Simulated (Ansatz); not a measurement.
**From a trial cell to the properties of ZrC (rocksalt structure)**

**The experiment.** The Crystallography Open Database holds a measured cell of cubic ZrC (space group Fm-3m) at 298 K (2012, doi:10.1016/j.jssc.2012.04.047): a = 4.700 Å, 12.98 Å³/atom.

The computed numbers are results of PBEsol, scalar-relativistic (no spin polarisation) in the plane-wave PAW code Ansatz at 420 eV, Γ-centred 12×12×12 mesh, 0.05 eV Gaussian smearing; PAW files: Ansatz's generated set soft_2.

The start was a prototype's sites filled with these elements; the Crystallography Open Database holds the compound in this structure.

The start, 1 % over the database's volume:

```yaml
crystal:
  lattice:
    - [0.00000, 2.35802, 2.35802]
    - [2.35802, 0.00000, 2.35802]
    - [2.35802, 2.35802, 0.00000]
  atoms:
    - { symbol: Zr, position: [0.50000, 0.50000, 0.50000] }
    - { symbol: C, position: [0.00000, 0.00000, 0.00000] }
```

The first steps of the search for zero pressure:

```csv
run,level,k-mesh,kind,V (Å³/atom),P (GPa),gap on the mesh (eV)
1,PBEsol,12×12×12,fixed cell,13.11,-6.6,metal
2,PBEsol,12×12×12,fixed cell,12.53,3.7,metal
```

Question: At which volume does PBEsol reach zero pressure?

Answer: 12.72 Å³/atom, about 3.0 % under the start.

The steps that followed:

```csv
run,level,k-mesh,kind,V (Å³/atom),P (GPa),E − E(final) (meV/atom),gap on the mesh (eV)
3,PBEsol,12×12×12,fixed cell,12.72,0.0,0.0,metal
```

The cell is relaxed to zero pressure at this level.

The final structure (symmetry read at 0.01 Å). It takes space group Fm-3m (No. 225, cubic). Conventional cell: a = 4.669 Å, b = 4.669 Å, c = 4.669 Å, α = 90.00°, β = 90.00°, γ = 90.00°. Zr (site symmetry m-3m) has 6 C at 2.33 Å as nearest neighbours. C (site symmetry m-3m) has 6 Zr at 2.33 Å as nearest neighbours. (Neighbours are counted to 15 % beyond the shortest distance.)

```
atom  site  symmetry       x       y       z
  Zr    4b      m-3m  0.5000  0.0000  0.0000
   C    4a      m-3m  0.0000  0.0000  0.0000
```

- At the final geometry the gap, band path included, is zero (metallic).
- The equation of state gives B0 = 235 GPa and B0′ = 4.1.
- Against the elements' standard states, run alike and uncorrected, the formation energy is -0.92 eV/atom.

**Comparison.** The computed cell (4.669 Å, 12.72 Å³/atom) differs from the database's by −2.0 % in volume, about −0.7 % in length. PBEsol was built to cure PBE's overestimate of volumes, and the static lattice lacks thermal expansion.
